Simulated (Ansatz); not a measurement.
# TiB2: eigenvalues along the path

```
CELL_PARAMETERS angstrom
2.98826 0.00000 0.00000
-1.49413 2.58791 0.00000
0.00000 0.00000 3.18477
ATOMIC_POSITIONS crystal
Ti 0.00000 0.00000 0.00000
B 0.33333 0.66667 0.50000
B 0.66667 0.33333 0.50000
```

Atoms are numbered in the order listed.

The geometry is COD entry 2002799, unchecked; take it as a test cell. The listed cell was then made from it by scaling, straining or moving an atom.

Theory: DFT, PBEsol, all-electron LAPW, scalar-relativistic in Ansatz 0.2.0.

The runs use a Γ-centred 14×14×11 k mesh, Fermi–Dirac smearing of 0.03 eV, basis error target 1 meV/atom, no spin polarisation.

Path points, in fractions of the reciprocal vectors: Γ (0.000, 0.000, 0.000), M (0.500, 0.000, 0.000), K (0.333, 0.333, 0.000), A (0.000, 0.000, 0.500), L (0.500, 0.000, 0.500), H (0.333, 0.333, 0.500). Levels in eV from the Fermi level; bands 10 to 16, counted from the lowest band of the run. The gap is zero.

```
# k(1/Å) point b10 b11 b12 b13 b14 b15 b16
0.000 Γ -13.74 -2.73 -2.73 -2.36 -2.29 1.99 1.99
0.243 - -13.54 -3.27 -2.75 -2.53 -2.19 1.93 2.33
0.486 - -12.96 -4.59 -2.87 -2.87 -2.00 1.77 2.30
0.728 - -12.05 -6.21 -3.17 -3.07 -2.06 1.59 2.28
0.971 - -10.86 -7.86 -3.34 -3.27 -2.31 1.44 2.79
1.214 M -9.60 -9.29 -3.39 -3.35 -2.44 1.39 2.90
1.354 - -9.53 -9.25 -4.00 -3.34 -1.83 0.94 2.77
1.494 - -9.32 -9.15 -4.98 -3.16 -0.96 0.14 2.46
1.634 - -8.99 -8.97 -6.00 -2.87 -0.66 -0.09 2.08
1.775 - -8.72 -8.58 -6.98 -2.47 -1.38 0.76 1.71
1.915 K -8.40 -8.40 -7.60 -1.98 -1.98 1.41 1.41
2.195 - -9.98 -7.51 -6.48 -2.79 -0.77 0.56 1.12
2.476 - -11.52 -6.30 -4.94 -3.09 -0.60 0.51 1.30
2.756 - -12.71 -4.84 -3.55 -2.94 -1.55 1.47 1.96
3.036 - -13.47 -3.41 -2.83 -2.57 -2.13 1.89 2.45
3.317 Γ -13.74 -2.73 -2.73 -2.36 -2.29 1.99 1.99
3.514 - -13.60 -3.63 -2.62 -2.62 -1.15 1.63 1.63
3.711 - -13.19 -5.00 -2.29 -2.29 -0.11 0.95 0.95
3.908 - -12.60 -6.31 -1.77 -1.77 0.32 0.32 0.79
4.106 - -11.98 -7.37 -1.09 -1.09 -0.09 -0.09 1.05
4.303 A -11.67 -7.82 -0.57 -0.57 -0.23 -0.23 0.42
4.546 - -11.58 -7.56 -2.14 -1.91 -0.04 0.62 1.06
4.789 - -11.32 -6.83 -3.95 -3.16 -1.01 1.17 2.00
5.031 - -10.87 -5.77 -5.64 -4.08 -1.98 1.96 2.28
5.274 - -10.30 -7.02 -4.66 -4.64 -2.74 2.52 2.74
5.517 L -9.94 -7.66 -4.83 -4.01 -3.17 2.62 3.09
5.657 - -9.89 -7.68 -4.95 -3.95 -3.19 2.62 3.17
5.797 - -9.75 -7.78 -5.23 -3.77 -3.23 2.63 3.39
5.937 - -9.51 -7.98 -5.55 -3.53 -3.27 2.64 3.74
6.078 - -9.17 -8.31 -5.78 -3.32 -3.29 2.64 4.20
6.218 H -8.74 -8.74 -5.86 -3.27 -3.27 2.65 4.53
6.498 - -9.73 -7.61 -5.59 -3.89 -3.00 2.58 3.62
6.779 - -10.58 -6.13 -5.18 -4.85 -2.34 2.24 2.62
7.059 - -11.19 -6.52 -4.34 -3.69 -1.33 1.39 2.11
7.339 - -11.55 -7.48 -2.37 -2.18 -0.18 0.68 1.29
7.620 A -11.67 -7.82 -0.57 -0.57 -0.23 -0.23 0.42
```
